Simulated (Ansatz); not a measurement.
Relaxed free-standing sheet of PtSe$_{2}$:

```
CELL_PARAMETERS angstrom
3.70690 0.00000 0.00000
-1.85345 3.21027 0.00000
0.00000 0.00000 31.12150
ATOMIC_POSITIONS crystal
Se 0.66667 0.33333 0.45743
Pt 0.00000 0.00000 0.50000
Se 0.33333 0.66667 0.54257
```

The calculation used DFT PBE+D3(BJ), scalar-relativistic, plane waves, PAW (Ansatz). Settings: cutoff 420 eV, Γ-centred mesh 9×9×1 on the computed 3-atom cell, Gaussian smearing of 0.02 eV; no spin polarisation. The sheet is isolated along c (Coulomb cut-off).

```yaml
Band_gap_on_the_sampled_k_points: 1.36 eV
Least_direct_gap: 1.58 eV
Ionisation_potential_from_the_Kohn-Sham_band_edge: 5.65 eV
Electron_affinity_from_the_Kohn-Sham_band_edge: 4.29 eV
Bader_charges_e: Se1 -0.06, Pt2 0.12, Se3 -0.06
```

Path Γ–M–K–Γ, 16 steps a segment, one row in 4; levels in eV from the Fermi level, bands counted among those of the PAW valence electrons:

```tsv
k (1/Å)	point	band 23	band 24	band 25	band 26	band 27	band 28
0.000	Γ	-1.35	-0.68	-0.68	2.28	2.28	3.83
0.245		-1.09	-0.80	-0.69	1.35	2.06	4.34
0.489		-1.30	-1.03	-0.98	0.70	1.87	4.84
0.734		-2.47	-1.79	-1.52	1.35	1.95	4.12
0.979	M	-2.64	-2.47	-2.15	1.73	2.02	3.99
1.120		-2.94	-2.08	-1.99	1.69	1.73	4.22
1.261		-3.00	-1.93	-1.66	1.23	1.56	4.77
1.402		-2.98	-1.81	-1.56	0.99	1.34	5.25
1.544	K	-2.99	-1.66	-1.66	1.09	1.09	5.37
1.826		-2.64	-2.11	-1.14	0.81	1.55	5.36
2.109		-1.58	-1.39	-0.77	1.05	1.17	5.53
2.391		-1.02	-0.84	-0.72	1.26	1.87	4.48
2.674	Γ	-1.35	-0.68	-0.68	2.28	2.28	3.83
```

Spin-orbit coupling is left out, which matters for the bands of heavy elements.
